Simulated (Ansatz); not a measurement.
### Question
Name crystals whose computed values (the program Ansatz at the PBEsol level (PAW)) fall in these windows: ε∞ 8.9 to 12; B₀ by P(V) fit (GPa) 76 to 97; gap (eV) 0.51 to 0.65.

### Answer


```csv
crystal,ε∞,B₀ by P(V) fit (GPa),gap (eV)
"ZnCu2GeS4, I-4 (Pearson symbol tI16)",10.2,85.7,0.60
```
Others may fit too.

The cell was relaxed under the symmetry of its start. Rows with no word on spin ran without spin polarisation. Scalar-relativistic: spin–orbit coupling is off unless named, which matters more the heavier the elements.

Potentials: the later of the program's two PAW sets.
